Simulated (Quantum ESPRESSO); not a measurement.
pw.x input (Quantum ESPRESSO 7.5; PBEsol, PseudoDojo standard norm-conserving files, scalar-relativistic):

```
&CONTROL
  calculation = 'scf'
  pseudo_dir = './pseudo'
  outdir = './out'
  tprnfor = .true.
  tstress = .true.
/
&SYSTEM
  ibrav = 0
  nat = 2
  ntyp = 2
  ecutwfc = 84.0
  ecutrho = 336.0
  occupations = 'smearing'
  smearing = 'fd'
  degauss = 0.002
  nbnd = 22
/
&ELECTRONS
  conv_thr = 2e-10
/
ATOMIC_SPECIES
Zn 65.3800 Zn.upf
Te 127.6000 Te.upf
CELL_PARAMETERS angstrom
  0.000000000000   3.032137396000   3.032137396000
  3.032137396000   0.000000000000   3.032137396000
  3.032137396000   3.032137396000   0.000000000000
ATOMIC_POSITIONS crystal
Zn   0.500000000000   0.500000000000   0.500000000000
Te   0.750000000000   0.750000000000   0.750000000000
K_POINTS automatic
8 8 8 0 0 0
```

End of the output:

```
     total energy              =    -627.10797353 Ry
     estimated scf accuracy    <       0.00000065 Ry
     total energy              =    -627.10797384 Ry
     estimated scf accuracy    <       0.00000002 Ry
     total energy              =    -627.10797384 Ry
     estimated scf accuracy    <       0.00000001 Ry
[...]
     the Fermi energy is     8.9182 ev
!    total energy              =    -627.10797384 Ry
     estimated scf accuracy    <          8.5E-11 Ry
     smearing contrib. (-TS)   =      -0.00000000 Ry
     internal energy E=F+TS    =    -627.10797384 Ry
     The total energy is F=E-TS. E is the sum of the following terms:
     one-electron contribution =    -467.89881561 Ry
     hartree contribution      =     241.15426186 Ry
     xc contribution           =     -93.12395195 Ry
     ewald contribution        =    -307.23946815 Ry
     convergence has been achieved in   8 iterations
     Forces acting on atoms (cartesian axes, Ry/au):
     atom    1 type  1   force =     0.00000000    0.00000000    0.00000000
     atom    2 type  2   force =     0.00000000    0.00000000    0.00000000
     Total force =     0.000000     Total SCF correction =     0.000000
     Computing stress (Cartesian axis) and pressure
          total   stress  (Ry/bohr**3)                   (kbar)     P=       -0.22
  -0.00000149   0.00000000  -0.00000000           -0.22        0.00       -0.00
   0.00000000  -0.00000149   0.00000000            0.00       -0.22        0.00
  -0.00000000   0.00000000  -0.00000149           -0.00        0.00       -0.22
```
In a gapped system the printed Fermi energy is only some level inside the gap.

Spin-orbit coupling is not included.

Geometry relaxed with PBEsol.
